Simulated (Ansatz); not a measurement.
A geometry of BaTiO3 away from equilibrium: step 4 of the relaxation of a generated cell, BaTiO3 built in the LiNbO3 structure type. The numbers are results of r2SCAN (plane waves to 500 eV, PAW, scalar-relativistic; Ansatz, a quantum-chemistry and plane-wave program), not measurements. Γ-centred k-mesh 5×5×5 on the run's cell (coarser than for final values), Fermi–Dirac smearing 0.05 eV. The plane waves were selected for a different cell earlier on the path.

```yaml
crystal:
  lattice:
    - [2.81156, 1.62326, 4.69106]
    - [-2.81156, 1.62326, 4.69106]
    - [0.00000, -3.24651, 4.69106]
  atoms:
    - { symbol: Ba, position: [0.73558, 0.73558, 0.73558] }
    - { symbol: Ba, position: [0.23558, 0.23558, 0.23558] }
    - { symbol: Ti, position: [0.97935, 0.97935, 0.97935] }
    - { symbol: Ti, position: [0.47935, 0.47935, 0.47935] }
    - { symbol: O, position: [0.72433, 0.76888, 0.24156] }
    - { symbol: O, position: [0.76888, 0.24156, 0.72433] }
    - { symbol: O, position: [0.24156, 0.72433, 0.76888] }
    - { symbol: O, position: [0.74156, 0.26888, 0.22433] }
    - { symbol: O, position: [0.26888, 0.22433, 0.74156] }
    - { symbol: O, position: [0.22433, 0.74156, 0.26888] }
```

Question: What forces act on the atoms (eV/Å)?

Answer: 
```
atom     Fx     Fy     Fz
----  -----  -----  -----
Ba1    0.00   0.00   0.06
Ba2    0.00   0.00   0.06
Ti3    0.00   0.00   0.07
Ti4    0.00   0.00   0.07
O5     0.30   0.17  -0.04
O6    -0.01  -0.35  -0.04
O7    -0.30   0.18  -0.04
O8     0.01  -0.35  -0.04
O9    -0.30   0.17  -0.04
O10    0.30   0.18  -0.04
```

The path ends in R3m (No. 160). No spin polarisation in the result.

The run could not lose the symmetry of its start; a randomly shaken copy of 10 atoms returns to this structure.

The first start was generated by placing the elements on the sites of a structure type. A measured structure of BaTiO3 has the same space group, R3m (No. 160); the sites were not compared with it. Another known form has space group No. 99.
